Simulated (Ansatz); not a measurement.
Calculated field gradients at the nuclei for KTaO3

The cell is an entry of the Crystallography Open Database (COD), whose atoms a relaxation with PBE at fixed cell left in place.

```
K Ta O
1.0
     3.98830    0.00000    0.00000
     0.00000    3.98830    0.00000
     0.00000    0.00000    3.98830
K Ta O
1 1 3
Direct
  0.50000 0.50000 0.50000
  0.00000 0.00000 0.00000
  0.50000 0.00000 0.00000
  0.00000 0.50000 0.00000
  0.00000 0.00000 0.50000
```

Atoms are numbered from 1 in the order listed; like atoms form one site, named after its first atom.

Method: Kohn–Sham DFT in Ansatz, PBE, plane waves and PAW, scalar-relativistic, 420 eV cutoff, Γ-centred 5×5×5 k-points, Fermi–Dirac smearing 0.02 eV.

C_Q = eQV_zz/h, which is 24.18 MHz for Q = 1 b and V_zz = 10²¹ V/m²; η = (V_xx − V_yy)/V_zz.

⁴¹K: I = 3/2, Q = 73.40 mb; ¹⁸¹Ta: I = 7/2, Q = 3170 mb; ¹⁷O: I = 5/2, Q = -25.58 mb. Quadrupole moments are those of Pyykkö's year-2017 table.

Task: Give the quadrupolar parameters of the distinct sites.

Result: 

```
site  atoms (order as listed)                                     first shell  V_xx, V_yy, V_zz (10²¹ V/m²)     η  C_Q (MHz)
   K                        1                                  12 O at 2.82 Å              0.00, 0.00, 0.00     –          0
  Ta                        2                                   6 O at 1.99 Å              0.00, 0.00, 0.00     –          0
   O                  3, 4, 5  2 Ta at 1.99 Å, angle 180°; also 4 K at 2.82 Å            -1.10, -1.10, 2.21  0.00      -1.36
```

An axis of threefold or higher order runs through O, so V_zz lies along it and η is zero. K and Ta sit on a cubic site, where every gradient vanishes.

At this cell the PBE pressure is 5 GPa, so with PBE the cell would grow if it were relaxed. Without spin–orbit coupling the gradients at and beside Ta can be off by some per cent, at some sites by more.

The relaxation (1 step) took 3.6 s of wall time (3.6 s of CPU time) and 0.38 GiB at its peak, on 1 thread of Arm Neoverse V2 (aarch64; 28 cores open to the job, memory cap 3.0 GiB, no GPU), a shared host with a load of 0.8 a core.
